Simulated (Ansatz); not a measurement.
BeS:
```yaml
crystal:
  lattice:
    - [3.27126, 0.00000, 0.00000]
    - [-1.63563, 2.83299, 0.00000]
    - [0.00000, 0.00000, 5.20688]
  atoms:
    - { symbol: Be, position: [0.00000, 0.00000, 0.00000] }
    - { symbol: Be, position: [0.00000, 0.00000, 0.50000] }
    - { symbol: S, position: [0.33333, 0.66667, 0.25000] }
    - { symbol: S, position: [0.66667, 0.33333, 0.75000] }
```

Cartesian axes are those of the cell as given.

Give the high-frequency dielectric tensor and the Born effective charge tensors of the independent atoms from DFPT, DFT-PBEsol in the program Ansatz with PAW potentials.


ε∞:
```
9.00  0.00  0.00
0.00  9.00  0.00
0.00  0.00  9.93
```
Z* of atom 1 (Be), rows: field, columns: displacement, in e:
```
2.63  0.00  0.00
0.00  2.63  0.00
0.00  0.00  2.83
```
Z* of atom 3 (S), rows: field, columns: displacement, in e:
```
-2.63   0.00   0.00
 0.00  -2.63   0.00
 0.00   0.00  -2.83
```

Space group P6_3/mmc (NiAs type). This is a known high-pressure phase of the composition, computed here at zero pressure and temperature. Symmetry was held in the PBEsol relaxation; whether a distortion lowers the energy is not shown.

Potentials: the later of the program's two PAW sets.
